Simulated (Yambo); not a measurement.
A BSE run in Yambo for Na2CO3 (space group C2/m, No. 12) (PBEsol bands; 4×4×4 mesh, 15 valence and 8 conduction bands, static screening with 96 bands and a 3 Ry block, scissor 2.85 eV, Tamm-Dancoff; field along x) gives:

```
state  energy (eV)  states within 2 meV  relative strength  class
-----  -----------  -------------------  -----------------  -----
1             3.98                    1             < 0.01   dark
2             3.98                    1             < 0.01   dark
3             4.84                    1             < 0.01   dark
4             4.90                    1             < 0.01   dark
5             5.58                    1             < 0.01   dark
```

Axes are Cartesian, with cell vectors (Å) (4.59, -2.64, 0.00), (4.59, 2.64, 0.00), (-0.62, 0.00, 6.25).

**Question.** What changes when the window shrinks to 10 valence and 4 conduction bands?

**Answer.** The lowest state goes from 3.975 eV to 4.003 eV, and its distance below the direct gap from 2.165 eV to 2.138 eV. These are vertical excitations (zero momentum). The scissor comes from a G0W0 run whose convergence isn't established.

Geometry of the Materials Project entry, not relaxed at this level; primitive cell a = b = 5.295 Å, c = 6.285 Å, α = β = 94.93°, γ = 59.88°.
